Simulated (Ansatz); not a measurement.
## LaTe4: start and end of a relaxation

The guess for LaTe4 was made by a generator: random cell by space group and Wyckoff sites (P4mm, No. 99). Lengths were set from tabulated atomic sizes, so they are only a guess.

start.cif

```cif
data_structure
_symmetry_space_group_name_H-M 'P 1'
_symmetry_Int_Tables_number 1
_cell_length_a 4.8264
_cell_length_b 4.8264
_cell_length_c 8.0826
_cell_angle_alpha 90.000
_cell_angle_beta 90.000
_cell_angle_gamma 90.000
_cell_volume 188.28
loop_
_atom_site_label
_atom_site_type_symbol
_atom_site_fract_x
_atom_site_fract_y
_atom_site_fract_z
_atom_site_occupancy
La1 La 0.00000 0.00000 0.39571 1
Te1 Te 0.50000 0.00000 0.13562 1
Te2 Te 0.00000 0.50000 0.13562 1
Te3 Te 0.50000 0.50000 0.76749 1
Te4 Te 0.00000 0.00000 0.78624 1
```

All numbers below come from DFT PBE, scalar-relativistic, plane waves, PAW (Ansatz 0.2.0). Cutoff 420 eV, Gaussian smearing, Γ-centred meshes. Cell and atoms relax first on a coarse mesh and then on a finer one. In between, the cell is made exact in the group found at 0.06 Å. In metals the finer mesh still leaves noise of several meV/atom or more. The steps can't lower the symmetry of their start. No spin polarisation.

end.cif

```cif
data_structure
_symmetry_space_group_name_H-M 'P 1'
_symmetry_Int_Tables_number 1
_cell_length_a 4.5059
_cell_length_b 4.5059
_cell_length_c 9.2267
_cell_angle_alpha 90.000
_cell_angle_beta 90.000
_cell_angle_gamma 90.000
_cell_volume 187.33
loop_
_atom_site_label
_atom_site_type_symbol
_atom_site_fract_x
_atom_site_fract_y
_atom_site_fract_z
_atom_site_occupancy
La1 La 0.00000 0.00000 0.43082 1
Te1 Te 0.50000 0.00000 0.17793 1
Te2 Te 0.00000 0.50000 0.17793 1
Te3 Te 0.50000 0.50000 0.67565 1
Te4 Te 0.00000 0.00000 0.75834 1
```

The symmetry stays P4mm (No. 99). The volume per atom shrinks by 0.5 %, from 37.7 to 37.5 Å³. The shortest distance goes from 3.16 Å (La–Te) to 3.02 Å (La–Te). The ratio c/a of the conventional cell changes by a factor of 1.22. The energy falls by about 0.19 eV/atom (the start's value is from the coarse mesh).

```json
{
  "Volume per atom": "37.5 Å³",
  "Density": "5.8 g/cm³",
  "Formation energy": "−0.58 eV/atom",
  "Gap on the 8×8×4 mesh of the 5-atom cell": "0 eV (a metal)"
}
```

Formation energies are uncorrected and refer to the elements' standard structures at the same level. A negative formation energy is needed for stability but isn't enough: competing phases decide.

The last run used Gaussian smearing of 0.10 eV. Weakly bound directions are ill-defined at this level, which has no dispersion term. These runs have no spin–orbit coupling, which can matter for Te. An odd number of electrons in the primitive cell allows no gap without spin; a larger cell or a magnetic state could open one. The cell is a metal run without spin; a magnetic state may lie lower. The reference form of Te is held partly by dispersion forces, which this level lacks. Symmetry constrained the relaxation, so the result can be a saddle point. In all, the 3 runs took 3.8 min on 1 thread of Intel(R) Xeon(R) Platinum 8488C (Sapphire Rapids), with other jobs on the host.
